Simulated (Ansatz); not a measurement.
HgTe (zinc blende)

```
CELL_PARAMETERS angstrom
      0.00000     3.32533     3.32533
      3.32533     0.00000     3.32533
      3.32533     3.32533     0.00000
ATOMIC_POSITIONS crystal
  Te 0.75000 0.75000 0.75000
  Hg 0.00000 0.00000 0.00000
```

The volume is varied about the relaxed value V₀ at fixed cell shape. Symmetry pins the atoms to their sites.

Level of theory: PBE (plane waves to 420 eV, PAW, scalar-relativistic; Ansatz, a quantum-chemistry and plane-wave program). k mesh 12×12×12 (Γ-centred), Fermi-Dirac smearing 0.05 eV. Energies are smeared free energies. Compression counts positive. At this level the bands of HgTe touch or barely overlap. HgTe was relaxed with its symmetry unable to fall. Spin-orbit coupling is left out, though Hg and Te are heavy. The relaxed volume of HgTe is well above the measured one; the method has no dispersion term. The zero of ΔE is the relaxed starting cell. The last digit holds for this mesh only.

| V (Å³/atom) | ΔE (meV/atom) |
|---|---|
| 33.094 | 48.8 |
| 33.829 | 29.8 |
| 34.565 | 16.1 |
| 35.300 | 6.8 |
| 36.035 | 1.6 |
| 36.771 | 0.0 |
| 37.506 | 1.5 |
| 38.242 | 5.8 |
| 38.977 | withheld |
| 39.712 | 21.4 |
| 40.448 | 32.2 |

Q: Fit a third-order Birch-Murnaghan form (E₀, V₀, B₀, B₀′ free) to the given rows and predict ΔE at V = 38.977.

A: Least squares on the 10 given rows: ΔE = E₀ + (9V₀B₀/16)·y²·[2 + (B₀′ − 4)y], y = (V₀/V)^(2/3) − 1, with V₀ = 36.770 Å³/atom, B₀ = 34.19 GPa (160.2 GPa = 1 eV/Å³; the term in eV is multiplied by 1000), B₀′ = 5.23, E₀ = -0.01 meV/atom; root-mean-square residual 0.03 meV/atom. At 38.977 the fit gives 12.5 meV/atom; the calculation gives 12.5 meV/atom, the same to the digits shown. For the pressure the fit gives -1.7 GPa against the computed -1.7 GPa.

(Under strain, the slope of the energy per volume gives the stress and its curvature an elastic modulus.)
